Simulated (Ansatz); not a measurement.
Nb₂C:
Space group Pnma (No. 62); a = 10.8682 Å, b = 3.0734 Å, c = 4.9482 Å, α = 90.00°, β = 90.00°, γ = 90.00°

```tsv
atom	site	symmetry	x	y	z
Nb	4c	.m.	0.2039	0.2500	0.2362
Nb	4c	.m.	0.0451	0.2500	0.7458
C	4c	.m.	0.1248	0.7500	0.4915
```

Relaxed at zero pressure with plane-wave PAW PBEsol (Ansatz code).

Problem. The volume is lowered by 6 % and shape and atoms relax at that volume. What pressure results, and how do the axes share the change?

Solution. 16.8 GPa; a -1.9 %, b -2.1 %, c -2.1 %; the energy rises by 41 meV/atom.

Problem. Give the new structure.

Solution. 
Space group Pnma (No. 62); a = 10.6620 Å, b = 3.0087 Å, c = 4.8432 Å, α = β = γ = 90.00°

| atom | site | symmetry | x | y | z |
|---|---|---|---|---|---|
| Nb | 4c | .m. | 0.2037 | 0.2500 | 0.2319 |
| Nb | 4c | .m. | 0.0453 | 0.2500 | 0.7501 |
| C | 4c | .m. | 0.1243 | 0.7500 | 0.4902 |

The phase is kept; no other phase was compared at this pressure.

The workflow started from a Materials Project entry (that database holds measured and hypothetical structures alike); the Crystallography Open Database copy checked does not list it. Its standing as an ambient phase is unchecked. The cell was relaxed with PBEsol under the symmetry of its start; of distortions, only those at the zone centre were tested. The run is not spin-polarised.

Potentials: the later of the program's two PAW sets.
